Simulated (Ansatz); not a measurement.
**YCo₂B₂: computed properties**

Computed with Ansatz, DFT r2SCAN, scalar-relativistic, plane waves, PAW.

Plane waves to 500 eV, a k mesh through Γ of 14×14×14 on the computed 5-atom cell and Gaussian smearing (0.10 eV); no spin polarisation.

The structure is relaxed at this level of theory with its symmetry kept. Whether it is the stable form of this composition wasn't checked.

Symmetry: I4/mmm, No. 139, tetragonal system. Conventional cell: a = 3.532 Å, b = 3.532 Å, c = 9.422 Å, α = 90.00°, β = 90.00°, γ = 90.00°. Y (site symmetry 4/mmm) is surrounded by 10 B at 2.89 to 3.25 Å and 8 Co at 2.94 Å. Around Co (site symmetry -4m2) lie 4 B at 1.98 Å. B (site symmetry 4mm) has 4 Co at 1.98 Å as nearest neighbours.

```json
{
  "Volume per atom": "11.75 Å³",
  "Generalised Kohn–Sham band gap": "none (metal)",
  "Density of states at the Fermi level": "1.44 states/eV per cell",
  "Löwdin character within 0.5 eV of the Fermi level": "Co 3d 46 %, Y 4d 27 %, B 2p 19 %",
  "Bader charges (e)": "Y (1 in the cell) 1.77, Co (2 in the cell) -0.23, B (2 in the cell) -0.65"
}
```

A ferromagnetic start lost its moments in a first run, so spin was left out; other magnetic orders weren't tried.

Cost: 1 run of about 4.2 core-minutes, on Arm Neoverse V2 (shared hosts).